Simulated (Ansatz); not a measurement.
Polymorphs of NiAu, each relaxed with PBE in the plane-wave PAW code Ansatz:

A: P4/nmm
a = b = 2.854 Å, c = 7.100 Å, α = β = γ = 90.00°

| atom | site | symmetry | x | y | z |
|---|---|---|---|---|---|
| Au | 2c | 4mm | 0.0000 | 0.5000 | 0.3448 |
| Ni | 2c | 4mm | 0.5000 | 0.0000 | 0.0933 |

B: R-3m
a = b = 2.8110 Å, c = 12.8717 Å, α = β = 90.00°, γ = 120.00°

| atom | site | symmetry | x | y | z |
|---|---|---|---|---|---|
| Au | 3a | -3m | 0.0000 | 0.0000 | 0.0000 |
| Ni | 3b | -3m | 0.0000 | 0.0000 | 0.5000 |

### Question
Put the candidates in order of energy per atom at 0 K, lowest first, for PBE.

### Answer
A (+0 meV/atom), B (+100 meV/atom)

Spin orders computed, not proven ground states: A ferromagnetic; B ferromagnetic. Typed or built starts, not in the databases checked: A; B. All cells were relaxed under the symmetry of their starts (and spin orders); stability against distortions was not tested throughout. Spin–orbit coupling is left out wherever it is not named.

Energies hold the estimated change up to a 700 eV cutoff; steps of a few meV lie near the error of the meshes.

Potentials: the earlier of the program's two PAW sets.
